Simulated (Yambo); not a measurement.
Yambo run on RbLuO₂ (space group R-3m, No. 166). The wavefunctions are norm-conserving PBEsol (Quantum ESPRESSO, 100 Ry, without SOC) ones on a 4×4×4 mesh (23 occupied bands); a = 6.715 Å, b = 6.715 Å, c = 6.715 Å, α = 29.17°, β = 29.17°, γ = 29.17°.

Yambo input:

```
rim_cut
HF_and_locXC
RandQpts= 1000000
RandGvec= 1 Ry
EXXRLvcs= 100 Ry
VXCRLvcs= 400 Ry
% QPkrange
 1 | 1 | 23 | 24 |
 3 | 3 | 23 | 24 |
 7 | 7 | 23 | 24 |
 13 | 13 | 23 | 24 |
%
```

k points by index: 1 = Γ, 3 = L, 7 = F, 13 = Z.

Table of the .hf output:

```
#    K-point    Band    Eo [eV]    Ehf [eV]    Vxc [eV]    Vnlxc [eV]
#
    1    23    0.000000    -4.211362    -23.60837    -27.81973
    1    24    3.446577    8.083532    -10.69470    -6.057744
    3    23    -0.593306    -4.876953    -24.06118    -28.34483
    3    24    4.310940    9.102766    -9.794016    -5.002190
    7    23    -0.319321    -4.695387    -22.94356    -27.31963
    7    24    3.219139    7.609603    -10.34001    -5.949548
    13    23    -0.067843    -4.241532    -23.65063    -27.82432
    13    24    4.220874    8.841399    -10.83607    -6.215544
```
Exchange alone, without screening.

Geometry relaxed with PBEsol.
